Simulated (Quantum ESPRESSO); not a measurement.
## Kohn-Sham bands of ScTlTe$_{2}$ (R-3m)

```yaml
crystal:
  lattice:
    - [-2.13690, 3.70122, 0.00000]
    - [-4.27380, 0.00000, 0.00000]
    - [-2.13690, 1.23374, 8.07317]
  atoms:
    - { symbol: Sc, position: [0.00000, 0.00000, 0.00000] }
    - { symbol: Tl, position: [0.50000, 0.50000, 0.50000] }
    - { symbol: Te, position: [0.26552, 0.26552, 0.20344] }
    - { symbol: Te, position: [0.73448, 0.73448, 0.79656] }
```

Structure: Materials Project mp-13314, symmetrised, not relaxed again. Not found in the COD (Crystallography Open Database) copy used; not checked further. Level: PBEsol, no spin polarisation, no spin-orbit coupling; pw.x of Quantum ESPRESSO at 66 Ry with PseudoDojo potentials, 4×4×4 k-points, Wannier90. Density: 8×8×8 mesh, cold smearing 0.01 Ry. Spin-orbit coupling is left out although heavy elements are present.

Energies are relative to the Fermi level; weights are on the orthonormalised atomic waves of the pseudopotential files, averaged over the group. 56 electrons a cell are treated as valence.

| bands | from (eV) | to (eV) | filling | weight on atomic waves |
|---|---|---|---|---|
| 1 | -50.64 | -50.64 | filled | ___ |
| 2–11 | -36.74 | -36.72 | filled | ___ |
| 12–14 | -29.34 | -29.32 | filled | ___ |
| 15–21 | -12.11 | -10.74 | filled | ___ |
| 22 | -7.18 | -6.18 | filled | ___ |

Which atomic shells make up each group?


- 1, weight on atomic waves: Sc 3s 98 %
- 2–11, weight on atomic waves: Te 4d 100 %
- 12–14, weight on atomic waves: Sc 3p 99 %
- 15–21, weight on atomic waves: Tl 5d 71 %, Te 5s 23 %
- 22, weight on atomic waves: Tl 6s 67 %, Te 5p 23 %

No gap over 0.05 eV opens at the Fermi level at this level of theory.
